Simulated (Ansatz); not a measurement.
Polymorphs of AlNi, each relaxed with r²SCAN (plane waves, PAW; program Ansatz):

A: CsCl type (Pm-3m)
a = b = c = 2.8635 Å, α = β = γ = 90.00°

```tsv
atom	site	symmetry	x	y	z
Ni	1a	m-3m	0.0000	0.0000	0.0000
Al	1b	m-3m	0.5000	0.5000	0.5000
```

B: rock salt (Fm-3m)
a = b = c = 4.8050 Å, α = β = γ = 90.00°

| atom | site | symmetry | x | y | z |
|---|---|---|---|---|---|
| Ni | 4a | m-3m | 0.0000 | 0.0000 | 0.0000 |
| Al | 4b | m-3m | 0.5000 | 0.5000 | 0.5000 |

C: Fd-3m
a = b = c = 5.7846 Å, α = β = γ = 90.00°

| atom | site | symmetry | x | y | z |
|---|---|---|---|---|---|
| Ni | 8b | -43m | 0.5000 | 0.5000 | 0.5000 |
| Al | 8a | -43m | 0.0000 | 0.0000 | 0.0000 |

Problem. Order them by energy per atom at 0 K (lowest first) at the level r²SCAN.

Solution. A (+0 meV/atom), C (+336 meV/atom), B (+738 meV/atom)

Typed or built starts, not in the databases checked: B; C. Not the usual ambient phase: B; C. Began spin-polarised and lost the moments: A; B; C. Unstable at this level: B; C. All cells were relaxed under the symmetry of their starts (and spin orders); stability against distortions was not tested throughout.

Energies hold the estimated change up to a 700 eV cutoff; steps of a few meV lie near the error of the meshes.

Potentials: the earlier of the program's two PAW sets.
